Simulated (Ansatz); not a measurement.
ZnS (zinc blende)

```cif
data_S4Zn4
_chemical_formula_sum 'S4 Zn4'
_space_group_name_H-M_alt 'F-43m'
_space_group_IT_number 216
_space_group_name_Hall 'F -4 2 3'
_cell_length_a 5.38911
_cell_length_b 5.38911
_cell_length_c 5.38911
_cell_angle_alpha 90.000
_cell_angle_beta 90.000
_cell_angle_gamma 90.000
loop_
_atom_site_label
_atom_site_type_symbol
_atom_site_symmetry_multiplicity
_atom_site_Wyckoff_symbol
_atom_site_fract_x
_atom_site_fract_y
_atom_site_fract_z
_atom_site_occupancy
S1 S 4 c 0.25000 0.25000 0.25000 1
Zn1 Zn 4 a 0.00000 0.00000 0.00000 1
```
(The calculation used a cell of 2 atoms; values per cell refer to that cell.)

Two coordinates are scanned: the volume, and the ratio of the stretch along z (the conventional c axis) to the stretch across it. Atoms keep their fractional coordinates.

Level of theory: r2SCAN (plane waves to 500 eV, PAW, scalar-relativistic; Ansatz, a program for electronic structure). k mesh 11×11×11 (Γ-centred), Fermi-Dirac smearing 0.05 eV. Compression counts positive. ZnS was relaxed with its symmetry unable to fall.

Changes of P (GPa) from the point V/V₀ = 1.000, (c/a)/(c/a)₀ = 1.000 when one coordinate moves alone (two changes are said to add if the coupling is within 5 % of the smaller one, nearly so within 20 %):

```json
[
 {"point": "V/V₀ = 1.000, (c/a)/(c/a)₀ = 0.880", "change": "-0.434"},
 {"point": "V/V₀ = 1.000, (c/a)/(c/a)₀ = 0.920", "change": "-0.183"},
 {"point": "V/V₀ = 1.000, (c/a)/(c/a)₀ = 0.960", "change": "-0.043"},
 {"point": "V/V₀ = 0.920, (c/a)/(c/a)₀ = 1.000", "change": "7.859"},
 {"point": "V/V₀ = 0.947, (c/a)/(c/a)₀ = 1.000", "change": "4.854"},
 {"point": "V/V₀ = 0.973, (c/a)/(c/a)₀ = 1.000", "change": "2.254"},
 {"point": "V/V₀ = 1.027, (c/a)/(c/a)₀ = 1.000", "change": "-1.954"},
 {"point": "V/V₀ = 1.053, (c/a)/(c/a)₀ = 1.000", "change": "-3.649"},
 {"point": "V/V₀ = 1.080, (c/a)/(c/a)₀ = 1.000", "change": "-5.120"},
 {"point": "V/V₀ = 1.000, (c/a)/(c/a)₀ = 1.040", "change": "-0.038"},
 {"point": "V/V₀ = 1.000, (c/a)/(c/a)₀ = 1.080", "change": "-0.144"},
 {"point": "V/V₀ = 1.000, (c/a)/(c/a)₀ = 1.120", "change": "-0.302"}
]
```

### Question
What is the change at V/V₀ = 1.053, (c/a)/(c/a)₀ = 1.080, where both move, and how far is it from the sum?

### Answer
The sum of the single changes is -3.649 + (-0.144) = -3.793; the calculation gives -3.766, so the coupling contributes 0.027 (under 20 % of the smaller single change, nearly additive).

### Question
What is the change at V/V₀ = 1.053, (c/a)/(c/a)₀ = 1.120, where both move, and how far is it from the sum?

### Answer
The sum of the single changes is -3.649 + (-0.302) = -3.951; the calculation gives -3.895, so the coupling contributes 0.056 (under 20 % of the smaller single change, nearly additive).

### Question
What is the change at V/V₀ = 1.080, (c/a)/(c/a)₀ = 0.920, where both move, and how far is it from the sum?

### Answer
The sum of the single changes is -5.120 + (-0.183) = -5.303; the calculation gives -5.257, so the coupling contributes 0.046 (over 20 % of the smaller single change, not additive).

(A scan under strain: stresses follow from slopes of the energy per volume, elastic moduli from its curvatures.)
